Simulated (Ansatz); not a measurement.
YAl₂Si₂: computed property card

YAl2Si2:
```xyz
5
Lattice="4.1768 0.0000 0.0000 -2.0884 3.6172 0.0000 0.0000 0.0000 6.4917" Properties=species:S:1:pos:R:3 pbc="T T T"
Si     0.0000     2.4115     1.6717
Si     2.0884     1.2057     4.8199
Al     0.0000     2.4115     4.1892
Al     2.0884     1.2057     2.3024
Y      0.0000     0.0000     0.0000
```

Space group P-3m1 (No. 164); conventional cell a = b = 4.1768 Å, c = 6.4917 Å, α = β = 90.00°, γ = 120.00°.

Method: PBEsol in the plane-wave PAW code Ansatz. Geometry: relaxed at this level of theory. Other levels are named where they apply.

**Cell and energy**

```yaml
volume_per_atom: 19.62 Å³
density: 3.37 g/cm³
Formation energy from the elements (no fitted shifts): -0.40 eV/atom
```

**Electronic structure**

```yaml
electronic_character: metallic (no gap)
Density of states at the Fermi level: 0.34 states/eV per atom (mean over ±0.08 eV)
Gap with spin–orbit coupling: none (metallic)
```

**Mechanics**

```yaml
Bulk modulus (Birch–Murnaghan fit): 83.2 GPa
Pressure derivative B′: 4.1
```

**Charges**

```yaml
bader_charges: Si -2.39, Al +1.65, Y +1.47 e
```

The workflow started from an entry of the Crystallography Open Database (COD). Whether it is the stable phase at ambient conditions was not checked. The PBEsol relaxation kept the symmetry of its start; whether a distortion lowers the energy is not shown. The run is not spin-polarised. The references are the lowest solids computed at this level, not always the standard phases. Scalar-relativistic: spin–orbit coupling is off unless named, which matters more the heavier the elements.

Potentials: the later of the program's two PAW sets.
